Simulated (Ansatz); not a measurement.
# Cd: pressure against volume, fitted

```xyz
2
Lattice="2.9789 0.0000 0.0000 -1.4894 2.5798 0.0000 0.0000 0.0000 5.6177" Properties=species:S:1:pos:R:3 pbc="T T T"
Cd    0.0000    1.7199    1.4044
Cd    1.4894    0.8599    4.2132
```

Atom numbers follow the list: Cd1, Cd2.

The cell is COD entry 9008490, as deposited and not checked against the literature; nothing was relaxed.

The calculation used DFT, PBEsol, all-electron LAPW, scalar-relativistic (Ansatz 0.2.0).

Sampling and basis: a Γ-centred 16×16×7 k mesh, Fermi–Dirac smearing of 0.05 eV, basis error target 1 meV/atom, no spin polarisation.

The cell is scaled evenly. Fractional coordinates are held (clamped ions).

| V (Å³/atom) | P (GPa) |
| --- | --- |
| 20.722 | 0.90 |
| 21.154 | -0.42 |
| 21.369 | -1.01 |
| 21.585 | -1.56 |
| 21.801 | -2.08 |
| 22.017 | -2.55 |
| 22.449 | -3.40 |
| 22.880 | -4.13 |

Question: Fit a third-order Birch–Murnaghan curve to the pressures.

Answer: P = (3B0/2)(y^(7/2) − y^(5/2))[1 + (3/4)(B0′ − 4)(y − 1)] with y = (V0/V)^(2/3) fits within 0.01 GPa for V0 = 21.009 Å³/atom, B0 = 62.7 GPa and B0′ = 6.04.

Question: Predict the pressure at the withheld volume, 20.290 Å³/atom.

Answer: There y = 1.0235, so the fit gives 2.43 GPa; the run gave 2.41 GPa.
